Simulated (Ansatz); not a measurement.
Trial structure of YZr₂O₂, not yet relaxed:

```
Y Zr O
1.0
    -1.96720    1.96720    4.81115
     1.96720   -1.96720    4.81115
     1.96720    1.96720   -4.81115
Y Zr O
1 2 2
Cartesian
  0.0000 0.0000 0.0000
  0.0000 1.9672 2.4056
  1.9672 0.0000 2.4056
  0.0000 0.0000 3.6084
  0.0000 0.0000 6.0139
```

All numbers below come from Ansatz 0.2.0, DFT PBE, scalar-relativistic, plane waves, PAW. Settings: cutoff 420 eV, Γ-centred mesh 6×6×6 on the computed 5-atom cell, Gaussian smearing of 0.10 eV; no spin polarisation.

The zero of energy is the elements' standard structures at the same level (O₂ as a molecule); no fitted shifts are applied.

**Question.** Estimate its pressure, forces and energy as it stands.

**Answer.** The pressure is 13.2 GPa (the mean over three directions, positive in compression), the largest force is 1.26 eV/Å, and the energy is −0.92 eV/atom against the elements. The shortest distance is 2.31 Å.

**Question.** How much does it gain on relaxing, and where does it end?

**Answer.** Relaxing gains about 0.84 eV/atom (the start's value is from the coarse mesh, so the gain is rough) in 25 ionic steps and ends at −1.76 eV/atom on the finer mesh. The symmetry stays I4/mmm (No. 139). The volume per atom grows by 38.1 %, from 14.9 to 20.6 Å³. The shortest distance goes from 2.31 Å (Zr–O) to 2.20 Å (Zr–O). The ratio c/a of the conventional cell changes by a factor of 1.11. Conventional cell: a = 4.235 Å, c = 11.471 Å. Y has 2 O at 2.27 Å and 8 Zr at 3.56 Å; Zr is surrounded by 4 O at 2.20 Å, 4 Zr at 2.99 Å and 4 Y at 3.56 Å; O is surrounded by 4 Zr at 2.20 Å and 1 Y at 2.27 Å.

The last run used a 12×12×12 mesh for its 5-atom cell and Gaussian smearing of 0.10 eV. An odd number of electrons in the primitive cell allows no gap without spin; a larger cell or a magnetic state could open one. The relaxation can't lower the symmetry of the start. A structure relaxed within its symmetry needn't be a true minimum. Another cell of YZr2O2 relaxed alike, in P-3m1, lies 0.36 eV/atom lower, so this cell isn't the stable form at this level.
